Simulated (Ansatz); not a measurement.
An Ansatz (a program for electronic structure) run. Input:

Ansatz 0.2 input:
```yaml
crystal:
  lattice:
    - [3.4659337887, 0.0, 0.0]
    - [0.0, 3.4659337887, 0.0]
    - [0.0, 0.0, 3.4659337887]
  atoms:
    - { symbol: V, position: [0.0, 0.0, 0.0] }
    - { symbol: Co, position: [0.5, 0.5, 0.0] }
    - { symbol: Co, position: [0.0, 0.5, 0.5] }
    - { symbol: Co, position: [0.5, 0.0, 0.5] }
kpoints:
  mp_grid: { grid: [12, 12, 12] }
hamiltonian:
  xc: pbesol
  pseudopotentials: { azcp: { folder: ./paw }, kind: paw }
scf:
  occupations: { method: fermi_dirac, width: 0.1 }
phonons:
  method: dfpt
  response_accuracy: low
  eigenvectors: true
  rigid_motions: translations
```

Output (shortened):

```
Pseudopotential: V, paw, valence charge 13
Pseudopotential: Co, paw, valence charge 17
Functional definition: PBEsol
Crystal: 4 atoms, lattice volume = 41.635 Å³
Basis set: ecut = 420 eV, 799 PW (Γ), exchange–correlation on 48×48×48 points (8 copies of the dense FFT grid, shifted against one another)
Bands: 39, of which v1, the nominal top of the filled ones, is band 32 counted from 1 (31 counted from 0)
Symmetry: 48 space group operations
k-points: 343 of 1728 (irreducible under 8 space group operations)
SCF iter   1: F=—  HF=-18165.855294 eV  |F-HF|=—  |Δ(HF+E_count)|=         —  Δρ=9.20e-2  dr2=2.56e0  ethr=3.10e-3  ⟨swp⟩=3.8  Hψ=40397  notcnv=0
preconditioner: auto → Kerker (q_TF=auto, 2.931 Å⁻¹)
SCF iter   2: F=—  HF=-18165.216403 eV  |F-HF|=—  |Δ(HF+E_count)|=   6.39e-1  Δρ=4.00e-2  dr2=5.96e-1  ethr=3.10e-3  ⟨swp⟩=2.7  Hψ=23801  notcnv=0
SCF iter   3: F=—  HF=-18165.214826 eV  |F-HF|=—  |Δ(HF+E_count)|=   1.58e-3  Δρ=2.29e-2  dr2=1.92e-1  ethr=9.31e-4  ⟨swp⟩=2.0  Hψ=15352  notcnv=0
SCF iter   4: F=—  HF=-18165.223004 eV  |F-HF|=—  |Δ(HF+E_count)|=   8.18e-3  Δρ=5.46e-3  dr2=8.10e-3  ethr=3.00e-4  ⟨swp⟩=2.0  Hψ=20765  notcnv=0
SCF iter   5: F=—  HF=-18165.222037 eV  |F-HF|=—  |Δ(HF+E_count)|=   9.66e-4  Δρ=9.28e-4  dr2=2.78e-4  ethr=1.27e-5  ⟨swp⟩=2.0  Hψ=18871  notcnv=0
SCF iter   6: F=—  HF=-18165.222047 eV  |F-HF|=—  |Δ(HF+E_count)|=   9.64e-6  Δρ=2.06e-4  dr2=2.40e-5  ethr=4.35e-7  ⟨swp⟩=1.7  Hψ=14644  notcnv=0
SCF iter   7: F=—  HF=-18165.222037 eV  |F-HF|=—  |Δ(HF+E_count)|=   1.04e-5  Δρ=9.66e-5  dr2=2.49e-6  ethr=3.74e-8  ⟨swp⟩=2.0  Hψ=18331  notcnv=0
SCF iter   8: F=—  HF=-18165.222039 eV  |F-HF|=—  |Δ(HF+E_count)|=   2.39e-6  Δρ=3.92e-5  dr2=2.91e-7  ethr=3.88e-9  ⟨swp⟩=2.0  Hψ=19974  notcnv=0
SCF iter  12: F=-18165.222039 eV  HF=-18165.222039 eV  |F-HF|=3.64e-12  |Δ(HF+E_count)|=  2.91e-11  Δρ=1.08e-7  dr2=3.40e-12  ethr=1.00e-12  ⟨swp⟩=4.9  Hψ=67715  notcnv=0
SCF 1 converged in 12 iterations: F = -18165.222039 eV  dr2 = 3.40e-12
DFPT response loops at Γ: preconditioner auto → Kerker (q_TF=auto, 2.931 Å⁻¹) (partly filled bands, converged f_vac=0.000) …
SCF converged after 12 iterations
Free energy (F): -18165.222039 eV
Harris-Foulkes:  -18165.222039 eV  (|F-HF|=3.64e-12)
Internal energy: -18165.101777 eV  (E = F + TS)
E sigma→0 (E₀):  -18165.161908 eV
Entropy (-TS):   -0.120261 eV (-30.065 meV/atom)
Fermi energy:    20.165833 eV
--- Per-component energies (eV) ---
  E_band       = -760.010327
  E_kinetic    = 1180.973124
  E_local      = -8682.482251  (includes V_loc(G=0)·N_el)
  E_nonlocal   = 1385.626118
  E_hartree    = 3863.860023
  E_xc         = -394.723457
  E_vxc        = -507.658686  (∫ρ·V_xc dr)
  E_paw        = -5710.099474  (= ΣΔE_a)
  E_vpaw       = -1864.189835  (= ΣTr[D̂ρ^β])
  E_aug_tail   = 0.000982  (compensation charges beyond the density's cutoff)
  E_ewald      = -9808.971780
  E_core_change = 0.714938  (= ΣΔE_core)
  E_smearing   = -0.120261  (= −TS)
  E_closure    =  0.000000  (closes the sum)
  Σ components = -18165.222039   (vs F -18165.222039, Δ=0.00e0)
  [band-id]    e_kinetic+e_local+e_nonlocal+2·e_hartree+e_vxc+e_vpaw+e_augmentation_tail = -760.010500   (vs E_band -760.010327, Δ=-1.74e-4)
--- Band table (eV; the first three rows and the last of 343) ---
  k-point 0: bands = ["-74.5380", "-74.4690", "-74.4690", "-43.9924", "-38.0635", "-38.0635", "-38.0635", "-37.9206", "-37.9206", "-37.9206", "-37.7893", "-37.7893", "-37.7893", "-17.9423", "-17.9423", "-17.9423", "11.2960", "15.0593", "15.0593", "15.5564", …
  k-point 1: bands = ["-74.5369", "-74.4701", "-74.4690", "-43.9925", "-38.0609", "-38.0609", "-38.0591", "-37.9214", "-37.9214", "-37.9209", "-37.7937", "-37.7912", "-37.7912", "-17.9457", "-17.9425", "-17.9425", "11.3954", "15.1020", "15.1219", "15.5983", …
  k-point 2: bands = ["-74.5339", "-74.4731", "-74.4690", "-43.9929", "-38.0533", "-38.0533", "-38.0464", "-37.9237", "-37.9237", "-37.9216", "-37.8065", "-37.7963", "-37.7963", "-17.9552", "-17.9433", "-17.9433", "11.6891", "15.2055", "15.3025", "15.7235", …
  k-point 342: bands = ["-74.4916", "-74.4916", "-74.4916", "-43.9859", "-38.1159", "-38.0620", "-38.0620", "-38.0620", "-37.8304", "-37.8304", "-37.8304", "-37.7783", "-37.7783", "-17.9707", "-17.9707", "-17.9707", "15.1287", "15.1287", "15.1287", "15.7935", …
--- Phonons (Γ-DFPT): 3 representative perturbations + reference, on 343 of 1728 k-points (Σ response iterations 9) ---
  ASR residual: 3.021e-3 → 0.000e0 eV/Å²; symmetrization residual: 4.355e-5 eV/Å²
  ASR residual per site (eV/Å²): 3.02e-3 1.52e-3 1.52e-3 1.52e-3
  Γ frequencies (cm⁻¹): 0.00 0.00 0.00 211.18 211.18 211.18 226.35 226.35 226.35 280.28 280.28 280.28
  non-analytic LO–TO correction: not included (Born effective charges unavailable; polar crystals: no LO–TO splitting at Γ)
```

Cost: roughly 3 core-minutes on shared cores.

Space group Pm-3m (Cu3Au type). The workflow started from a Materials Project entry (that database holds measured and hypothetical structures alike); the Crystallography Open Database copy checked does not list it. With V and Co taken as one species the cell has the higher symmetry Fm-3m, so it may be an ordered model of a mixed-site phase. Whether it is the stable phase at ambient conditions was not checked. Symmetry was held in the PBEsol relaxation; of distortions, only those at the zone centre were tested. The run is not spin-polarised. As this level gives no gap, phonon frequencies hold no LO–TO term and depend on the k-mesh and smearing (Fermi–Dirac, 0.1 eV here).

Potentials: the earlier of the program's two PAW sets.

Ansatz is a plane-wave DFT program.
